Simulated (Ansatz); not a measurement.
Values for one crystal, relaxed and computed with DFT-PBEsol in the program Ansatz with PAW potentials; other levels are named.

| Property | Result |
|---|---|
| Volume per atom | 15.48 Å³ |
| Electronic character | metallic (no gap) |
| Poisson's ratio | 0.25 |
| Highest zone-centre frequency | 80.6 meV |
| Bulk modulus (Birch–Murnaghan fit) | 173 GPa |
| Zone-centre stability | no imaginary mode at Γ |
| Elastic constants (relaxed ions, GPa) | C11 = 310, C12 = 85.9, C13 = 120, C33 = 288, C44 = 113 |

**Question.** Which of these materials gives this?
A) Nb2PC, P6_3/mmc (Nb on 4f, P on 2d, C on 2a)
B) NbN, rock salt
C) Nb2InC, P6_3/mmc (Nb on 4f, In on 2d, C on 2a)
D) ZnCo3C, anti-perovskite

**Answer.** C, Nb2InC, P6_3/mmc (Nb on 4f, In on 2d, C on 2a)

The workflow started from a Materials Project entry (that database holds measured and hypothetical structures alike); the Crystallography Open Database copy checked does not list it. Its standing as an ambient phase is unchecked. Symmetry was held in the PBEsol relaxation. The run is not spin-polarised. As this level gives no gap, shear constants depend on the k-mesh and smearing (Fermi–Dirac, 0.1 eV here). Spin–orbit coupling is left out wherever it is not named.

Potentials: the later of the program's two PAW sets.
